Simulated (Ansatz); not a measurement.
Values for one crystal, relaxed and computed with PBEsol in the plane-wave PAW code Ansatz; other levels are named.

* **Volume per atom**: 10.21 Å³
* **Electronic character**: metallic (no gap)
* **Highest zone-centre frequency**: 471 cm^-1
* **Formation energy from the elements (no fitted shifts)**: -0.63 eV/atom
* **Zone-centre stability**: no imaginary mode at Γ
* **Pressure derivative B′**: 4.4
* **Bulk modulus (Birch–Murnaghan fit)**: 252 GPa

**Question.** Pick the material that matches.
A. SiRh, Pnma (Si on 4c, Rh on 4c)
B. Co2P, Pnma (Co on 4c, Co on 4c, P on 4c)
C. NiGe, Pnma (Ni on 4c, Ge on 4c)
D. InP, CsCl type

**Answer.** B, Co2P, Pnma (Co on 4c, Co on 4c, P on 4c)

The first step of the workflow began from a Materials Project structure, measured or hypothetical; the Crystallography Open Database files this formula in space group No. 62, but the cells were not matched. Its standing as an ambient phase is unchecked. The PBEsol relaxation kept the symmetry of its start. The workflow began spin-polarised and lost its moments. As this level gives no gap, phonon frequencies hold no LO–TO term and depend on the k-mesh and smearing (Fermi–Dirac, 0.1 eV here). The references are the lowest solids computed at this level, not always the standard phases.

Potentials: the later of the program's two PAW sets.
